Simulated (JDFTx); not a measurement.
Zr(1 0 -1 0) slab cut from bulk Zr (space group P6_3/mmc, indices of the conventional cell, lattice of the Materials Project entry mp-131, not re-optimised): 8 atoms in 8 planes, a 1x1 cell of 16.75 Å² (|a| = 3.239, |b| = 5.172 Å), 9.4 Å between the outermost planes, cell height 25.4 Å, 6×4×1 k mesh, Fermi smearing 0.01 Ha, no spin polarisation.

Level of theory: PBE, GBRV ultrasoft potentials, plane waves to 20/100 Ha; code: a modified build of JDFTx. Vacuum. The outer atoms relax from bulk positions, keeping the cell's symmetry; the lattice is not PBE's own optimum in this code, and that strain can shift the moves by a few hundredths of an ångström. Input:

```
lattice \
  6.1212571767 0.0000000000 0.0000000000 \
  0.0000000000 9.7740792563 0.0000000000 \
  0.0000000000 0.0000000000 47.9990435655
coords-type Lattice
ion Zr 0.5000000000 0.7500000000 -0.1840718700 1
ion Zr 0.0000000000 0.2500000000 -0.1472574960 1
ion Zr 0.0000000000 0.7500000000 -0.0736287480 0
ion Zr 0.5000000000 0.2500000000 -0.0368143740 0
ion Zr 0.5000000000 0.7500000000 0.0368143740 0
ion Zr 0.0000000000 0.2500000000 0.0736287480 0
ion Zr 0.0000000000 0.7500000000 0.1472574960 1
ion Zr 0.5000000000 0.2500000000 0.1840718700 1
ion-species pseudo/zr_pbe_v1.upf
elec-cutoff 20 100
elec-ex-corr gga-PBE
coulomb-interaction Slab 001
coulomb-truncation-embed 0 0 0
kpoint-folding 6 4 1
elec-smearing Fermi 0.01
lcao-params 10
elec-n-bands 63
electronic-scf nIterations 100 energyDiffThreshold 1e-07
ionic-minimize nIterations 10 energyDiffThreshold 1e-5 knormThreshold 4e-4
dump-name vac.$VAR
dump End State Ecomponents EigStats BandEigs Forces ElecDensity IonicPositions Fillings Kpoints Dtot
```

Task: How far do the free atoms of the upper face move along the normal, and how much energy is released?

Result: Zr (atom 8) -0.13 Å, Zr (atom 7) -0.04 Å (positive: outward). The free energy falls by 0.055 eV per cell, 26 mJ/m².
